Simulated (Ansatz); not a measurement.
ReC:
```cif
data_CRe
_chemical_formula_sum 'Re1 C1'
_space_group_name_H-M_alt 'P-6m2'
_space_group_IT_number 187
_space_group_name_Hall 'P -6 2'
_cell_length_a 2.87871
_cell_length_b 2.87871
_cell_length_c 2.81432
_cell_angle_alpha 90.000
_cell_angle_beta 90.000
_cell_angle_gamma 120.000
loop_
_atom_site_label
_atom_site_type_symbol
_atom_site_symmetry_multiplicity
_atom_site_Wyckoff_symbol
_atom_site_fract_x
_atom_site_fract_y
_atom_site_fract_z
_atom_site_occupancy
Re1 Re 1 a 0.00000 0.00000 0.00000 1
C1 C 1 f 0.66667 0.33333 0.50000 1
```

Relaxed at zero pressure with the program Ansatz at the PBE level (PAW).

The volume is raised by 3 % and shape and atoms relax at that volume. What pressure results, and how do the axes share the change?

-11.3 GPa; a 1.1 %, b 1.1 %, c 0.8 %; the energy rises by 11 meV/atom.

Give the new structure.


Space group P-6m2 (No. 187); a = 2.9102 Å, b = 2.9102 Å, c = 2.8364 Å, α = 90.00°, β = 90.00°, γ = 120.00°

```json
[
 {"atom": "Re", "site": "1a", "symmetry": "-6m2", "x": "0.0000", "y": "0.0000", "z": "0.0000"},
 {"atom": "C", "site": "1f", "symmetry": "-6m2", "x": "0.6667", "y": "0.3333", "z": "0.5000"}
]
```

The phase is kept; no other phase was compared at this pressure.

A made-up cell: these elements were put on the sites of a structure type; the Crystallography Open Database copy checked does not list it. Whether it is the stable phase at ambient conditions was not checked. The PBE relaxation kept the symmetry of its start; its stability against distortions is not shown here. No spin polarisation was allowed. The volume moved by 18 % from the start of the relaxation. Its formation energy is positive at this level, so the cell may be metastable or incomplete. Spin–orbit coupling is left out wherever it is not named.

Potentials: the earlier of the program's two PAW sets.
